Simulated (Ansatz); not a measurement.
Relaxed-ion elastic tensor of Li2O (anti-fluorite, Fm-3m) in GPa (Voigt order), plane-wave PAW PBEsol (Ansatz code); density 2.07 g/cm³, 8.01 Å³ per atom.

```
 209  19.7  19.7   0.0   0.0   0.0
19.7   209  19.7   0.0   0.0   0.0
19.7  19.7   209   0.0   0.0   0.0
 0.0   0.0   0.0  58.6   0.0   0.0
 0.0   0.0   0.0   0.0  58.6   0.0
 0.0   0.0   0.0   0.0   0.0  58.6
```

Question: Is the crystal mechanically stable?

Answer: Yes: the smallest eigenvalue of C is 58.6 GPa.

Question: Work out the Voigt, Reuss and Hill averages.

Answer: K_V = 82.8, K_R = 82.8, K_H = 82.8; G_V = 73.1, G_R = 69.2, G_H = 71.1 GPa.

Question: Give Young's modulus, Poisson's ratio, Pugh's ratio and the universal anisotropy index.

Answer: E = 9KG/(3K + G) = 166 GPa; ν = 0.17; K/G = 1.16 (brittle by the Pugh limit of 1.75); A_U = 5G_V/G_R + K_V/K_R − 6 = 0.28.

Question: Estimate the sound speeds and the Debye temperature.

Answer: v_l = √((K + 4G/3)/ρ) = 9270 m/s, v_t = √(G/ρ) = 5870 m/s, mean 6450 m/s; Θ = (h/k)(3n/4πV)^(1/3) v_m = 961 K.

Question: Give the Zener ratio and Young's modulus along [100], [110] and [111].

Answer: A = 2C44/(C11 − C12) = 0.62; 1/E = S11 − 2(S11 − S12 − S44/2)Γ with Γ = 0, 1/4, 1/3 gives 206, 154, 142 GPa.

Symmetry was held in the PBEsol relaxation; of distortions, only those at the zone centre were tested.

Potentials: the later of the program's two PAW sets.
